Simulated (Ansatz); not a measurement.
## CrAu4: do energies and stresses tell the same story?

These are results of DFT PBEsol, scalar-relativistic, plane waves, PAW in Ansatz 0.2.0, not measurements.

Settings: cutoff 420 eV, Γ-centred mesh 10×10×10 on the computed 5-atom cell, Gaussian smearing of 0.10 eV; collinear spin from starting moments 3.72 0 0 0 0 μB.

Relaxed cell: I4/m, a = 6.405 Å, b = 6.405 Å, c = 4.009 Å, α = 90.00°, β = 90.00°, γ = 90.00°, 5 atoms in the primitive cell. Whether it is the stable form of this composition wasn't checked.

Energies at zero smearing and pressures from the stress tensor, at volumes with shape and atoms relaxed:
```tsv
V (Å³/atom)	E − E(first) (meV/atom)	P (GPa)
14.968	0.00	19.55
15.461	-47.79	11.72
15.955	-73.62	5.28
16.448	-81.46	0.01
16.942	-74.62	-4.30
17.435	-55.73	-7.83
```

Problem. Check P = −dE/dV between neighbouring volumes, and get the bulk modulus from the pressures alone.

Solution. With 1 eV/Å³ = 160.2 GPa:
| middle V (Å³/atom) | −ΔE/ΔV (GPa) | mean P (GPa) |
| --- | --- | --- |
| 15.215 | 15.517 | 15.636 |
| 15.708 | 8.388 | 8.501 |
| 16.202 | 2.545 | 2.647 |
| 16.695 | -2.221 | -2.146 |
| 17.188 | -6.134 | -6.069 |

The two differ by 0.12 GPa at most. The mean of two end pressures misses the average over a step by about ΔV² P″/12, up to 0.13 GPa here; with that taken off 0.01 GPa remains. The largest site moment goes from 3.12 to 3.53 μB along the series, which bends P(V). Around V = 16.448 Å³/atom, the two neighbours give B = −V ΔP/ΔV = 16.448 × 9.58 / 0.987 = 159.7 GPa, against B0 = 158.7 GPa from the Birch–Murnaghan fit of the energies.

Spin-orbit coupling is left out, which matters for the bands of heavy elements. Only parallel moments were tried here.

Only this magnetic start was tried.

Cost: 7 runs of about 40 core-minutes in all, on Intel Xeon Platinum 8259CL (Skylake/Cascade Lake) (shared hosts).